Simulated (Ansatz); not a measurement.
SiC: do energies and stresses tell the same story?

Level of theory: DFT PBE, scalar-relativistic, plane waves, PAW (Ansatz).

Plane waves to 420 eV, a k mesh through Γ of 12×12×2 on the computed 16-atom cell and Gaussian smearing (0.02 eV); no spin polarisation.

Relaxed cell: P6_3mc, a = 3.095 Å, b = 3.095 Å, c = 20.242 Å, α = 90.00°, β = 90.00°, γ = 120.00°, 16 atoms in the primitive cell.

Energies at zero smearing and pressures from the stress tensor, at volumes with shape and atoms relaxed:
```json
{"V (Å³/atom)": "9.237", "E − E(first) (meV/atom)": "0.00", "P (GPa)": "34.94"}
{"V (Å³/atom)": "9.552", "E − E(first) (meV/atom)": "-57.84", "P (GPa)": "24.19"}
{"V (Å³/atom)": "9.867", "E − E(first) (meV/atom)": "-96.07", "P (GPa)": "14.93"}
{"V (Å³/atom)": "10.182", "E − E(first) (meV/atom)": "-117.37", "P (GPa)": "6.94"}
{"V (Å³/atom)": "10.497", "E − E(first) (meV/atom)": "-124.06", "P (GPa)": "0.05"}
{"V (Å³/atom)": "10.812", "E − E(first) (meV/atom)": "-118.18", "P (GPa)": "-5.90"}
{"V (Å³/atom)": "11.127", "E − E(first) (meV/atom)": "-101.43", "P (GPa)": "-11.02"}
{"V (Å³/atom)": "11.547", "E − E(first) (meV/atom)": "-64.80", "P (GPa)": "-16.75"}
```

Question: Check P = −dE/dV between neighbouring volumes, and get the bulk modulus from the pressures alone.

Answer: With 1 eV/Å³ = 160.2 GPa:
| middle V (Å³/atom) | −ΔE/ΔV (GPa) | mean P (GPa) |
| --- | --- | --- |
| 9.395 | 29.429 | 29.566 |
| 9.710 | 19.448 | 19.558 |
| 10.025 | 10.837 | 10.932 |
| 10.340 | 3.407 | 3.493 |
| 10.654 | -2.994 | -2.924 |
| 10.969 | -8.522 | -8.456 |
| 11.337 | -13.978 | -13.885 |

The two differ by 0.14 GPa at most. The mean of two end pressures misses the average over a step by about ΔV² P″/12, up to 0.13 GPa here; with that taken off 0.01 GPa remains. Around V = 10.497 Å³/atom, the two neighbours give B = −V ΔP/ΔV = 10.497 × 12.83 / 0.630 = 213.9 GPa, against B0 = 212.6 GPa from the Birch–Murnaghan fit of the energies.

Cost: 9 runs of about 34 core-minutes in all, on AMD EPYC (Zen 3) (shared hosts).